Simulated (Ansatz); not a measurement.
**Structures of Na3Sb2: which is lowest?**

Plane-wave DFT in Ansatz with scalar-relativistic PAW potentials, cutoff 420 eV, Γ-centred meshes chosen by cell and gap, Gaussian smearing with energies taken to zero width. Every cell was relaxed (cell and atoms) in a run of its own, within the symmetry of its start. Functional: PBE.

Relaxed structures (starts from databases or built by putting these elements on another compound's sites):
A. R-3c, 10 atoms in the computed cell, a = 9.123 Å, c = 12.792 Å; sites (symmetry × multiplicity) Na .2 × 18, Sb 3. × 12; start: built
B. R-3m, 5 atoms in the computed cell, a = 3.515 Å, c = 40.212 Å; sites (symmetry × multiplicity) Na -3m × 3 + 3m × 6, Sb 3m × 6; start: built

Question: Rank them by energy. Could pressure change the order?

Answer:
```csv
structure,group,E − E(lowest) (meV/atom),V (Å³/atom),gap on mesh (eV)
A,R-3c,0.0,30.74,0.00
B,R-3m,135,28.68,0.00
```

A is lowest, 135 meV/atom under B. B is denser by 2.06 Å³/atom, so pressure favours it: ΔE/ΔV, with ΔE in eV and 1 eV/Å³ = 160.2 GPa, gives about 10 GPa for equal enthalpy if both cells were rigid, a rough figure since the two compress differently. Other structures may lie lower than all of these, and vibrations aren't counted.

Spin-orbit coupling is left out, which matters for the bands of heavy elements.